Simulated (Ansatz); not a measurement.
Hf₉GeMo₄:
Space group P6₃/mmc (No. 194); a = 8.6570 Å, b = 8.6570 Å, c = 8.6698 Å, α = 90.00°, β = 90.00°, γ = 120.00°

```csv
atom,site,symmetry,x,y,z
Hf,6h,mm2,0.5391,0.0781,0.2500
Hf,12k,.m.,0.1967,0.3933,0.0438
Ge,2c,-6m2,0.3333,0.6667,0.2500
Mo,2a,-3m.,0.0000,0.0000,0.0000
Mo,6h,mm2,0.2189,0.1095,0.2500
```

Relaxed with r²SCAN.

### Question
Which orbitals make up the states near the Fermi level in r²SCAN (plane waves, PAW; program Ansatz)?

### Answer
Within 0.5 eV of the Fermi level: Hf 5d 61 %, Mo 4d 24 %, outside the projected shells 6 %. Projections are on Löwdin-orthogonalised atomic valence shells; empty p or d shells of many metals are not among them.

### Question
Tabulate the density of states.

### Answer
States/eV per cell of 28 atoms, in 0.25 eV bins, energy from the Fermi level.

```
E (eV)  total  Hf 5d  Mo 4d  Hf 6s
------  -----  -----  -----  -----
-7.85    0.00   0.00   0.00   0.00
-7.60    0.00   0.00   0.00   0.00
-7.35    0.00   0.00   0.00   0.00
-7.10    0.00   0.00   0.00   0.00
-6.85    0.00   0.00   0.00   0.00
-6.60    0.00   0.00   0.00   0.00
-6.35    1.00   0.07   0.01   0.39
-6.10    6.48   0.54   0.05   2.70
-5.85    3.50   0.25   0.06   1.90
-5.60    4.94   0.54   0.09   2.72
-5.35    4.25   0.54   0.10   2.14
-5.10    6.69   1.12   0.26   2.96
-4.85    6.23   1.27   0.38   2.51
-4.60   10.79   2.90   1.23   3.26
-4.35   12.43   3.37   2.64   2.52
-4.10   15.81   3.96   5.48   2.54
-3.85   17.08   4.80   6.23   3.21
-3.60   29.05   8.61  13.26   3.57
-3.35   24.35   7.89  11.43   2.64
-3.10   13.14   4.83   5.09   1.64
-2.85   15.71   5.87   6.50   1.40
-2.60   12.76   4.99   5.13   1.11
-2.35   22.03   8.23   8.93   1.24
-2.10   32.25  12.34  14.37   1.48
-1.85   35.00  14.80  16.40   1.17
-1.60   41.16  21.51  15.14   1.65
-1.35   48.38  27.11  15.99   1.75
-1.10   38.12  20.16  13.26   1.62
-0.85   28.19  14.84   9.05   1.43
-0.60   27.74  15.17   8.12   1.04
-0.35   21.93  12.19   5.68   0.80
-0.10   18.81  11.08   4.52   0.68
0.15    14.41   8.76   3.83   0.58
0.40    21.69  15.13   3.94   0.91
0.65    26.73  18.93   4.52   0.85
0.90    24.93  17.70   4.69   0.59
1.15    33.41  23.17   7.14   0.73
1.40    35.91  24.07   9.40   0.69
1.65    27.64  19.25   6.88   0.35
1.90    23.84  15.27   7.17   0.46
2.15    19.78  12.04   6.32   0.51
2.40    19.19  10.91   6.74   0.46
2.65    25.34  14.43   8.90   0.60
2.90    18.01  10.65   6.18   0.26
```

Space group P6_3/mmc. The workflow started from a Materials Project entry (that database holds measured and hypothetical structures alike); the Crystallography Open Database copy checked does not list it. Its standing as an ambient phase is unchecked. Symmetry was held in the r²SCAN relaxation; its stability against distortions is not shown here. The run is not spin-polarised. Scalar-relativistic: spin–orbit coupling is off unless named, which matters more the heavier the elements.

Potentials: the later of the program's two PAW sets.
